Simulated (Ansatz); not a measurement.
Here is the system:

CsPbCl3:
```
CsPbCl3
1.0
    3.89635     2.24956     3.19096
   -3.89635     2.24956     3.19096
    0.00000    -4.49912     3.19096
Cs Pb Cl
1 1 3
Direct
  0.50000   0.50000   0.50000
  0.00000   0.00000   0.00000
  0.50000   0.01333   0.98667
  0.98667   0.50000   0.01333
  0.01333   0.98667   0.50000
```

This is the LDA-relaxed structure.

Q: All from LDA (plane waves, PAW; program Ansatz), unless another level is named. Estimate the highest zone-centre frequency (without LO–TO term).

A: 166 cm^-1.

Q: Predict the bulk modulus (Birch–Murnaghan fit).

A: 29.2 GPa.

Space group R32. The first step of the workflow began from a Materials Project structure, measured or hypothetical; the Crystallography Open Database copy checked does not list it. COD files the formula under space group No. 221, so this cell is another polymorph or a model. Its standing as an ambient phase is unchecked. The LDA relaxation kept the symmetry of its start; of distortions, only those at the zone centre were tested, and some modes there are weakly imaginary. Scalar-relativistic: spin–orbit coupling is off unless named, which matters more the heavier the elements.

Potentials: the later of the program's two PAW sets.
